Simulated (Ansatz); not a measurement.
NiTe (NiAs type)

```xyz
4
Lattice="3.9729 0.0000 0.0000 -1.9865 3.4406 0.0000 0.0000 0.0000 5.1754" Properties=species:S:1:pos:R:3 pbc="T T T"
Ni     0.0000     0.0000     0.0000
Ni     0.0000     0.0000     2.5877
Te     0.0000     2.2938     1.2938
Te     1.9865     1.1469     3.8815
```

The slice is a (0001) plane (indices of the conventional cell) through the point (0.000, 0.000, 0.000) (fractional), spanned by u = [110] and v = [1 -1 0] in vectors of this cell: u (3.97 Å) and v (6.88 Å, at 90° to u). It covers one period; positions are fractions (u, v).

Calculation: PBEsol (plane waves to 420 eV, PAW, scalar-relativistic; Ansatz, an electronic-structure program). k mesh 14×14×9. These are valence fields of a PAW run, semicore shells included where kept as valence: close to a nucleus they are smooth pseudo fields. NiTe is run without spin polarisation. NiTe was relaxed with its symmetry unable to fall. Spin-orbit coupling is left out, though Te is heavy.

### Question
Predict the map of the valence electron density on the slice.

### Answer
```
|998866442200000000000000000022446688|
|776655331100000000000000000011335566|
|444433111100000000000000000011113344|
|222211110000000000000000000000111122|
|111100000000000000000000000000000011|
|000000000000000000000000000000000000|
|000000000000000000000000000000000000|
|000000000000000000000000000000000000|
|000000000000000000000000000000000000|
|000000000000000000000000000000000000|
|000000000000000011111100000000000000|
|000000000000111122222211110000000000|
|000000000011113344444433111100000000|
|000000000011335566776655331100000000|
|000000000022446688998866442200000000|
|000000001122447799999977442211000000|
|000000000022446688998866442200000000|
|000000000011335566776655331100000000|
|000000000011113344444433111100000000|
|000000000000111122222211110000000000|
|000000000000000011111100000000000000|
|000000000000000000000000000000000000|
|000000000000000000000000000000000000|
|000000000000000000000000000000000000|
|000000000000000000000000000000000000|
|000000000000000000000000000000000000|
|111100000000000000000000000000000011|
|222211110000000000000000000000111122|
|444433111100000000000000000011113344|
|776655331100000000000000000011335566|
|998866442200000000000000000022446688|
|999977442211000000000000001122447799|
```
Scale: ten equal steps from -0.79 (start of '0') to 1.78 (end of '9'), in the order '0123456789'. Values: log₁₀ of the valence density in e/Å³. The map has 18 points along u (two characters each, u = 0 at the left) and 32 along v (v = 0 in the bottom row). The scale is logarithmic, as a density can span decades between atoms and voids.
